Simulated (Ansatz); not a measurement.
Values for one crystal, relaxed and computed with plane-wave PAW r²SCAN+D4 (Ansatz code); other levels are named.

- Volume per atom: 30.68 Å³
- Band gap: 2.33 eV (indirect)
- Gap with spin–orbit coupling: 2.32 eV
- Smallest direct gap on the standard path: 2.97 eV
- Electron effective mass: 0.16, 0.91, 0.91 mₑ (principal values)
- Hole effective mass: 0.52, 0.62, 6.9 mₑ (principal values)
- Hole effective mass with spin–orbit coupling: 0.49, 0.59, 9.2 mₑ (principal values)

Problem. Which of these materials gives this?
(A) HgBr, I4/mmm (Hg on 4e, Br on 4e)
(B) InSe, P-6m2 (In on 2g, In on 2h, Se on 2i, Se on 2h)
(C) PbSe, Cmcm (Pb on 4c, Se on 4c)
(D) V2O5, C2/m (V on 4i, O on 2d, O on 4i, O on 4i)

Solution. A, HgBr, I4/mmm (Hg on 4e, Br on 4e)

The first step of the workflow began from a Materials Project structure, measured or hypothetical; the Crystallography Open Database files this formula in space group No. 139, but the cells were not matched. Its standing as an ambient phase is unchecked. The cell was relaxed with r²SCAN+D4 under the symmetry of its start; whether a distortion lowers the energy is not shown. Spin–orbit coupling is left out wherever it is not named.

Potentials: the later of the program's two PAW sets.
